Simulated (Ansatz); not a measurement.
**Ca2H3Br: input, output and frames of a trajectory**

Method: Ansatz, DFT PBEsol, scalar-relativistic, plane waves, PAW. Cutoff 420 eV, shifted (0.5, 0.5, 0.5 steps) 2×2×2 k-points, Fermi–Dirac smearing of 0.069 eV. The mesh is coarse. No spin polarisation.

18 atoms, starting at 1.02 times the perfect crystal's volume (space group P-3m1, the cell as given, not relaxed at this level); Langevin thermostat at 800 K (friction 0.02 fs⁻¹), fixed cell; 30 steps of 2 fs. The run is short and not equilibrated. The time step is too long for these atoms, so the motion is inaccurate.

The run converged.

The run took 26 s on 4 threads of Intel(R) Xeon(R) 6975P-C (Granite Rapids) (shared host), peak memory 0.69 GiB.

Command:
```bash
ansatz run input.yaml --threads 4 --pin off --max-ram 5120MiB --backend cpu --events-out ev --progress --plain --runs-dir out
```

Input:
```yaml
crystal:
  lattice:
    - [5.8931820355, -3.4024302345, 0.0]
    - [-1.0e-10, 6.8048604692, 0.0]
    - [0.0, 0.0, 6.8989225524]
  atoms:
    - { symbol: Ca, position: [0.3333333333, 0.3333333333, 0.18575608] }
    - { symbol: Ca, position: [0.0, 0.6666666667, 0.18575608] }
    - { symbol: Ca, position: [0.6666666667, 1.0, 0.18575608] }
    - { symbol: Ca, position: [0.0, 0.3333333333, 0.81424392] }
    - { symbol: Ca, position: [0.6666666667, 0.6666666667, 0.81424392] }
    - { symbol: Ca, position: [0.3333333333, 1.0, 0.81424392] }
    - { symbol: H, position: [0.3333333333, 0.3333333333, 0.85047583] }
    - { symbol: H, position: [0.0, 0.6666666667, 0.85047583] }
    - { symbol: H, position: [0.6666666667, 1.0, 0.85047583] }
    - { symbol: H, position: [0.0, 0.3333333333, 0.14952417] }
    - { symbol: H, position: [0.6666666667, 0.6666666667, 0.14952417] }
    - { symbol: H, position: [0.3333333333, 1.0, 0.14952417] }
    - { symbol: H, position: [0.0, 0.0, 0.0] }
    - { symbol: H, position: [0.6666666667, 0.3333333333, 0.0] }
    - { symbol: H, position: [0.3333333333, 0.6666666667, 0.0] }
    - { symbol: Br, position: [0.0, 0.0, 0.5] }
    - { symbol: Br, position: [0.6666666667, 0.3333333333, 0.5] }
    - { symbol: Br, position: [0.3333333333, 0.6666666667, 0.5] }
basis:
  ecutwfc: 420
kpoints:
  mp_grid: { grid: [2, 2, 2], shift: [0.5, 0.5, 0.5] }
hamiltonian:
  xc: pbesol
scf:
  occupations: { method: fermi_dirac, width: 0.0689 }
  lower_state_search: "off"
  convergence: { dr2_threshold: 1.0e-07 }
output:
  forces: true
  stress: true
md:
  timestep: 2.0
  n_steps: 30
  ensemble: nvt_langevin
  temperature: 800.0
  initial_velocities: maxwell_boltzmann
  seed: 33744
  friction: 0.02
```

Output (its end):
```
...
SCF converged after 6 iterations
Free energy (F): -19128.532443 eV
Harris-Foulkes:  -19128.532443 eV  (|F-HF|=4.35e-9)
Internal energy: -19128.532443 eV  (E = F + TS)
E sigma→0 (E₀):  -19128.532443 eV
Entropy (-TS):   -0.000000 eV (-0.000 meV/atom)
Fermi energy:    7.392641 eV
--- Per-component energies (eV) ---
  E_band       = -912.198061
  E_kinetic    = 2194.438587
  E_local      = -5184.088975  (includes V_loc(G=0)·N_el)
  E_nonlocal   = 610.932162
  E_hartree    = 1669.850301
  E_xc         = -1684.598498
  E_vxc        = -1444.396717  (∫ρ·V_xc dr)
  E_paw        = -11633.012522  (= ΣΔE_a)
  E_vpaw       = -428.773400  (= ΣTr[D̂ρ^β])
  E_aug_tail   = -0.010232  (compensation charges beyond the density's cutoff)
  E_ewald      = -5103.032842
  E_core_change = 0.989577  (= ΣΔE_core)
  E_smearing   = -0.000000  (= −TS)
  E_closure    = -0.000000  (closes the sum)
  Σ components = -19128.532443   (vs F -19128.532443, Δ=0.00e0)
--- Forces (eV/Å), atoms counted from 1 ---
  atom   1  Ca     1.55221048    -0.57617352    -0.03347710
  atom   2  Ca     0.40836244    -0.31690866    -0.17585131
  atom   3  Ca     0.15609560     0.11411383    -0.46681547
  atom   4  Ca    -0.54640319    -0.57523218    -0.51636746
  atom   5  Ca    -0.90096107     0.18857823    -0.43780570
  atom   6  Ca     0.09267116     0.49540642     0.81488057
  atom   7  H     -0.02046132     0.38894939    -0.01539569
  atom   8  H      0.13075593    -0.71786713    -0.31832748
  atom   9  H      0.38789390    -0.36534883     0.34972154
  atom  10  H     -0.84961841     0.31573911     1.40326496
  atom  11  H     -0.02225260     0.51115830    -0.05159094
  atom  12  H     -0.08690243     0.12285930     0.04478445
  atom  13  H     -0.83853642    -0.11009810     0.03321103
  atom  14  H      0.51910714    -0.01612375    -0.01781523
  atom  15  H     -0.01189443     0.04003564    -0.06470911
  atom  16  Br    -0.44417773     0.25260200     0.19689941
  atom  17  Br    -0.71010696    -0.19848935    -0.13441138
  atom  18  Br     1.18424763     0.44678612    -0.61029236
  max |Σ_I F_I| component: 9.73e-5 eV/Å
--- Stress (GPa, compression-positive) ---
       -0.028976      -0.970974       0.661965
       -0.970974      -1.560175      -0.565564
        0.661966      -0.565565       0.468323
  P = ⅓ Tr σ = -0.3736 GPa (-3.736 kbar)
--- MD trajectory: 30 steps, t = 0.0 → 60.0 fs ---
  final state: T = 786.4 K   F+E_penalty+E_count = -19128.53244288 eV   E_kin = 1.829691 eV
```

Frames along the run (Å, eV/Å; dE is the potential energy from the first frame):

```xyz
18
Lattice="5.893 -3.402 0.000 0.000 6.805 0.000 0.000 0.000 6.899" Properties=species:S:1:pos:R:3:forces:R:3 pbc="T T T" time_fs=0.00 dE_eV=0.0000 T_K=756
Ca    1.964    1.134    1.282    0.000    0.000   -0.066
Ca    0.000    4.537    1.282    0.000    0.000   -0.066
Ca    3.929    4.537    1.282    0.000    0.000   -0.066
Ca    0.000    2.268    5.617    0.000    0.000    0.066
Ca    3.929    2.268    5.617    0.000    0.000    0.066
Ca    1.964    5.671    5.617    0.000    0.000    0.066
H     1.964    1.134    5.867    0.008    0.005    0.054
H     0.000    4.537    5.867    0.008    0.005    0.054
H     3.929    4.537    5.867    0.008    0.005    0.054
H     0.000    2.268    1.032   -0.008   -0.005   -0.054
H     3.929    2.268    1.032   -0.008   -0.005   -0.054
H     1.964    5.671    1.032   -0.008   -0.005   -0.054
H     0.000    0.000    0.000    0.000    0.000    0.000
H     3.929    0.000    0.000    0.000    0.000    0.000
H     1.964    3.402    0.000    0.000    0.000    0.000
Br    0.000    0.000    3.449    0.000    0.000    0.000
Br    3.929    0.000    3.449    0.000    0.000    0.000
Br    1.964    3.402    3.449    0.000    0.000    0.000
18
Lattice="5.893 -3.402 0.000 0.000 6.805 0.000 0.000 0.000 6.899" Properties=species:S:1:pos:R:3:forces:R:3 pbc="T T T" time_fs=6.00 dE_eV=0.5110 T_K=694
Ca    1.935    1.137    1.293    0.119    0.055   -0.416
Ca   -0.011    4.547    1.271   -0.036    0.240   -0.199
Ca    3.922    4.516    1.312    0.255    0.188   -0.139
Ca    0.025    2.270    5.593    0.056   -0.029   -0.069
Ca    3.955    2.242    5.608   -0.067   -0.146   -0.046
Ca    1.962    5.670    5.601    0.246   -0.244    0.061
H     1.986    1.011    5.720   -0.077    0.449    0.305
H     0.103    4.503    5.836   -0.256    0.268    0.088
H     4.083    4.414    5.908   -0.416    0.470    0.028
H    -0.284    2.462    0.828    0.561   -0.434    0.407
H     4.066    2.451    0.917   -0.409   -0.502    0.227
H     2.076    5.678    1.077   -0.299    0.063   -0.203
H    -0.023    0.113    0.069    0.395   -0.085    0.044
H     3.998    0.254   -0.055   -0.274   -0.114    0.061
H     1.897    3.435   -0.188    0.138   -0.182    0.314
Br   -0.005   -0.016    3.439    0.030    0.053   -0.075
Br    3.972    0.020    3.481   -0.083   -0.037   -0.173
Br    1.919    3.391    3.457    0.116   -0.015   -0.217
18
Lattice="5.893 -3.402 0.000 0.000 6.805 0.000 0.000 0.000 6.899" Properties=species:S:1:pos:R:3:forces:R:3 pbc="T T T" time_fs=10.00 dE_eV=0.8057 T_K=446
Ca    1.913    1.145    1.298    0.215    0.040   -0.498
Ca   -0.006    4.554    1.272   -0.078    0.420   -0.243
Ca    3.919    4.504    1.331    0.475    0.371   -0.204
Ca    0.043    2.275    5.584    0.099   -0.020   -0.143
Ca    3.967    2.230    5.607   -0.209   -0.016   -0.229
Ca    1.959    5.667    5.593    0.444   -0.140    0.038
H     2.013    1.009    5.699   -0.150    0.417    0.270
H     0.113    4.527    5.727   -0.258    0.268    0.331
H     4.146    4.431    5.942   -0.564    0.342   -0.009
H    -0.317    2.579    0.735    0.408   -0.739    0.653
H     4.107    2.492    0.854   -0.372   -0.576    0.361
H     2.101    5.673    1.068   -0.344    0.081   -0.214
H     0.042    0.241    0.167    0.360   -0.190   -0.015
H     4.006    0.332   -0.111   -0.272   -0.183    0.176
H     1.901    3.387   -0.232    0.149   -0.071    0.370
Br   -0.001   -0.023    3.427    0.022    0.096   -0.046
Br    4.002    0.036    3.500   -0.158   -0.094   -0.290
Br    1.889    3.387    3.457    0.234   -0.006   -0.309
18
Lattice="5.893 -3.402 0.000 0.000 6.805 0.000 0.000 0.000 6.899" Properties=species:S:1:pos:R:3:forces:R:3 pbc="T T T" time_fs=16.00 dE_eV=0.8504 T_K=472
Ca    1.880    1.154    1.303    0.416    0.205   -0.542
Ca    0.009    4.553    1.282   -0.172    0.536   -0.336
Ca    3.901    4.497    1.362    0.553    0.050   -0.519
Ca    0.071    2.291    5.566   -0.045    0.007   -0.082
Ca    3.975    2.232    5.611   -0.419    0.215   -0.409
Ca    1.975    5.657    5.585    0.644    0.278   -0.006
H     2.009    1.056    5.777   -0.171    0.155    0.035
H     0.095    4.668    5.662   -0.114   -0.171    0.511
H     4.085    4.521    5.917   -0.359    0.099    0.105
H    -0.202    2.592    0.686    0.103   -0.731    0.855
H     4.036    2.312    0.835   -0.176    0.132    0.631
H     2.086    5.740    0.967   -0.152   -0.250    0.035
H     0.167    0.284    0.253   -0.198   -0.303   -0.154
H     3.965    0.390   -0.257    0.007   -0.601    0.378
H     2.000    3.223   -0.216   -0.033    0.333    0.325
Br    0.007   -0.027    3.414   -0.013    0.148   -0.025
Br    4.034    0.060    3.522   -0.246   -0.179   -0.446
Br    1.851    3.374    3.454    0.375    0.077   -0.356
18
Lattice="5.893 -3.402 0.000 0.000 6.805 0.000 0.000 0.000 6.899" Properties=species:S:1:pos:R:3:forces:R:3 pbc="T T T" time_fs=22.00 dE_eV=0.7322 T_K=523
Ca    1.852    1.163    1.308    0.398    0.107   -0.370
Ca    0.034    4.564    1.291   -0.287    0.259   -0.339
Ca    3.886    4.493    1.372    0.290    0.042   -0.480
Ca    0.091    2.313    5.573   -0.404    0.028    0.105
Ca    3.987    2.253    5.626   -0.592   -0.008    0.053
Ca    1.991    5.645    5.583    0.308    0.757    0.101
H     1.930    1.106    5.884    0.081   -0.013   -0.180
H     0.073    4.756    5.709   -0.023   -0.488    0.464
H     3.873    4.643    5.902    0.386   -0.357    0.182
H    -0.014    2.442    0.772   -0.254   -0.337    0.678
H     3.889    2.200    0.978    0.239    0.304    0.230
H     1.967    5.748    0.986    0.270   -0.411    0.068
H     0.250    0.115    0.265   -0.658   -0.241   -0.264
H     3.908    0.270   -0.265    0.185   -0.369    0.246
H     2.002    3.121   -0.008   -0.028    0.622   -0.011
Br    0.019   -0.031    3.404   -0.098    0.177    0.109
Br    4.057    0.082    3.538   -0.296   -0.227   -0.401
Br    1.815    3.354    3.454    0.484    0.155   -0.191
18
Lattice="5.893 -3.402 0.000 0.000 6.805 0.000 0.000 0.000 6.899" Properties=species:S:1:pos:R:3:forces:R:3 pbc="T T T" time_fs=28.00 dE_eV=0.6339 T_K=721
Ca    1.830    1.181    1.305    0.684   -0.494    0.012
Ca    0.055    4.591    1.303   -0.242   -0.158   -0.094
Ca    3.886    4.476    1.370    0.108    0.191   -0.277
Ca    0.113    2.328    5.585   -0.716    0.065    0.564
Ca    4.011    2.262    5.649   -0.477   -0.171    0.359
Ca    2.004    5.633    5.562   -0.014    0.633    0.430
H     1.863    1.082    6.008    0.267    0.123   -0.384
H     0.034    4.711    5.906    0.159   -0.511    0.008
H     3.780    4.585    5.977    0.671   -0.433   -0.063
H     0.093    2.290    1.054   -0.734    0.084   -0.204
H     3.855    2.188    1.197    0.226    0.182   -0.291
H     1.967    5.638    1.059    0.244    0.051   -0.030
H     0.158   -0.121    0.204   -0.465    0.166   -0.157
H     3.870    0.021   -0.144    0.229    0.049    0.032
H     1.961    3.303    0.217   -0.037    0.156   -0.300
Br    0.034   -0.039    3.396   -0.097    0.149    0.359
Br    4.091    0.100    3.535   -0.380   -0.270   -0.088
Br    1.786    3.339    3.449    0.576    0.188    0.123
18
Lattice="5.893 -3.402 0.000 0.000 6.805 0.000 0.000 0.000 6.899" Properties=species:S:1:pos:R:3:forces:R:3 pbc="T T T" time_fs=32.00 dE_eV=0.9173 T_K=665
Ca    1.810    1.192    1.302    0.962   -0.609    0.257
Ca    0.064    4.610    1.319   -0.203   -0.387    0.242
Ca    3.889    4.457    1.364    0.036    0.357   -0.038
Ca    0.125    2.340    5.589   -0.985    0.138    0.613
Ca    4.023    2.271    5.663   -0.143   -0.258    0.408
Ca    2.019    5.626    5.547    0.065    0.391    0.697
H     1.840    1.145    6.047    0.378   -0.046   -0.394
H     0.071    4.639    6.080   -0.018   -0.451   -0.584
H     3.817    4.504    6.069    0.440   -0.224   -0.453
H     0.058    2.259    1.209   -0.654    0.114   -0.503
H     3.890    2.217    1.293   -0.044   -0.034   -0.461
H     1.995    5.567    1.113    0.046    0.452   -0.069
H    -0.004   -0.300    0.103   -0.107    0.593   -0.071
H     3.841   -0.155   -0.052    0.178    0.282   -0.113
H     1.953    3.508    0.328   -0.073   -0.390   -0.403
Br    0.046   -0.046    3.397   -0.075    0.139    0.480
Br    4.117    0.111    3.533   -0.466   -0.283    0.115
Br    1.766    3.331    3.450    0.666    0.216    0.277
18
Lattice="5.893 -3.402 0.000 0.000 6.805 0.000 0.000 0.000 6.899" Properties=species:S:1:pos:R:3:forces:R:3 pbc="T T T" time_fs=38.00 dE_eV=1.2788 T_K=607
Ca    1.784    1.202    1.298    0.683   -0.394    0.182
Ca    0.072    4.629    1.343   -0.256   -0.419    0.281
Ca    3.896    4.436    1.363   -0.437    0.431   -0.081
Ca    0.141    2.369    5.606   -1.245   -0.228    0.466
Ca    4.037    2.280    5.688   -0.088   -0.608   -0.004
Ca    2.042    5.613    5.518    0.219    0.156    0.811
H     1.912    1.282    5.958    0.313   -0.385    0.038
H     0.193    4.441    6.159   -0.394    0.166   -0.732
H     3.964    4.358    6.040   -0.051    0.349   -0.457
H    -0.232    2.221    1.254    0.656    0.123   -0.540
H     3.910    2.249    1.216   -0.229   -0.301   -0.358
H     1.961    5.614    1.219    0.030    0.454   -0.122
H    -0.218   -0.351   -0.050    0.598    0.563    0.274
H     3.753   -0.403    0.016    0.122    0.548   -0.261
H     1.900    3.618    0.324    0.023   -0.598   -0.273
Br    0.077   -0.055    3.412   -0.143    0.157    0.437
Br    4.147    0.122    3.533   -0.573   -0.248    0.208
Br    1.740    3.316    3.461    0.772    0.235    0.131
18
Lattice="5.893 -3.402 0.000 0.000 6.805 0.000 0.000 0.000 6.899" Properties=species:S:1:pos:R:3:forces:R:3 pbc="T T T" time_fs=44.00 dE_eV=1.5014 T_K=563
Ca    1.760    1.203    1.290    0.533   -0.271   -0.121
Ca    0.085    4.648    1.365   -0.417   -0.538   -0.105
Ca    3.901    4.439    1.368   -0.904    0.155   -0.261
Ca    0.142    2.399    5.613   -1.074   -1.208    0.294
Ca    4.061    2.274    5.721   -0.037   -0.486   -0.690
Ca    2.061    5.606    5.497    0.192    0.311    0.656
H     2.051    1.343    5.767   -0.165   -0.467    0.409
H     0.131    4.329    6.037   -0.254    1.086   -0.018
H     4.099    4.412    5.863   -0.432    0.226   -0.087
H    -0.405    2.214    1.162    1.400    0.392   -0.396
H     3.852    2.125    0.978    0.058    0.117    0.237
H     1.825    5.802    1.313    0.404   -0.140   -0.267
H    -0.173   -0.178   -0.197    0.657    0.201    0.546
H     3.686   -0.449    0.048    0.031    0.452   -0.258
H     1.850    3.485    0.320    0.084   -0.133   -0.189
Br    0.117   -0.061    3.428   -0.341    0.207    0.293
Br    4.169    0.131    3.528   -0.620   -0.226    0.116
Br    1.720    3.298    3.472    0.885    0.322   -0.161
18
Lattice="5.893 -3.402 0.000 0.000 6.805 0.000 0.000 0.000 6.899" Properties=species:S:1:pos:R:3:forces:R:3 pbc="T T T" time_fs=50.00 dE_eV=1.4645 T_K=774
Ca    1.730    1.207    1.279    0.759   -0.439   -0.270
Ca    0.086    4.669    1.390   -0.333   -0.669   -0.214
Ca    3.904    4.454    1.375   -0.211    0.691   -0.473
Ca    0.124    2.436    5.616   -0.773   -0.842    0.386
Ca    4.078    2.252    5.762   -0.406    0.228   -1.207
Ca    2.076    5.603    5.475    0.112    0.636    0.633
H     2.078    1.246    5.633   -0.174   -0.228    0.455
H    -0.076    4.559    6.034    0.600   -0.147    0.022
H     4.124    4.566    5.716   -0.425   -0.434    0.189
H    -0.118    2.283    0.951   -0.072    0.028    0.170
H     3.870    1.984    0.875    0.104    0.461    0.776
H     1.761    5.868    1.289    0.754   -0.505   -0.236
H     0.118   -0.047   -0.162   -0.147    0.039    0.371
H     3.717   -0.410    0.007    0.047    0.263   -0.102
H     1.851    3.291    0.269    0.253    0.458   -0.229
Br    0.151   -0.065    3.436   -0.477    0.263    0.176
Br    4.193    0.130    3.527   -0.616   -0.256   -0.069
Br    1.707    3.275    3.490    1.003    0.453   -0.379
18
Lattice="5.893 -3.402 0.000 0.000 6.805 0.000 0.000 0.000 6.899" Properties=species:S:1:pos:R:3:forces:R:3 pbc="T T T" time_fs=54.00 dE_eV=1.7983 T_K=715
Ca    1.727    1.205    1.270    1.285   -0.813   -0.176
Ca    0.080    4.677    1.402   -0.106   -0.638   -0.158
Ca    3.898    4.473    1.385   -0.168    0.654   -0.517
Ca    0.117    2.461    5.617   -0.703   -0.677    0.129
Ca    4.094    2.235    5.792   -1.285    0.545   -1.007
Ca    2.085    5.606    5.457   -0.009    0.713    0.715
H     2.008    1.156    5.689    0.063    0.037    0.301
H    -0.120    4.734    6.097    1.223   -0.905   -0.055
H     4.061    4.652    5.617   -0.080   -0.700    0.338
H     0.135    2.298    0.777   -1.016    0.302    0.643
H     3.901    1.952    0.984    0.073    0.614    0.374
H     1.812    5.776    1.226    0.807   -0.291   -0.115
H     0.277   -0.018   -0.044   -0.615   -0.024    0.227
H     3.703   -0.318   -0.046    0.260    0.167   -0.003
H     1.945    3.268    0.224    0.317    0.513   -0.238
Br    0.177   -0.064    3.434   -0.497    0.266    0.140
Br    4.209    0.126    3.532   -0.631   -0.228   -0.119
Br    1.695    3.262    3.506    1.081    0.464   -0.481
18
Lattice="5.893 -3.402 0.000 0.000 6.805 0.000 0.000 0.000 6.899" Properties=species:S:1:pos:R:3:forces:R:3 pbc="T T T" time_fs=60.00 dE_eV=1.6623 T_K=786
Ca    1.726    1.193    1.255    1.552   -0.576   -0.033
Ca    0.070    4.678    1.419    0.408   -0.317   -0.176
Ca    3.878    4.506    1.388    0.156    0.114   -0.467
Ca    0.092    2.475    5.616   -0.546   -0.575   -0.516
Ca    4.112    2.222    5.828   -0.901    0.189   -0.438
Ca    2.103    5.629    5.450    0.093    0.495    0.815
H     1.982    1.052    5.855   -0.020    0.389   -0.015
H     0.139    4.809    6.148    0.131   -0.718   -0.318
H     3.978    4.583    5.621    0.388   -0.365    0.350
H     0.206    2.339    0.623   -0.850    0.316    1.403
H     3.955    2.066    1.162   -0.022    0.511   -0.052
H     2.062    5.607    1.126   -0.087    0.123    0.045
H     0.355   -0.049    0.160   -0.839   -0.110    0.033
H     3.726   -0.067   -0.102    0.519   -0.016   -0.018
H     2.212    3.375    0.094   -0.012    0.040   -0.065
Br    0.221   -0.071    3.429   -0.444    0.253    0.197
Br    4.230    0.127    3.545   -0.710   -0.198   -0.134
Br    1.680    3.237    3.533    1.184    0.447   -0.610
```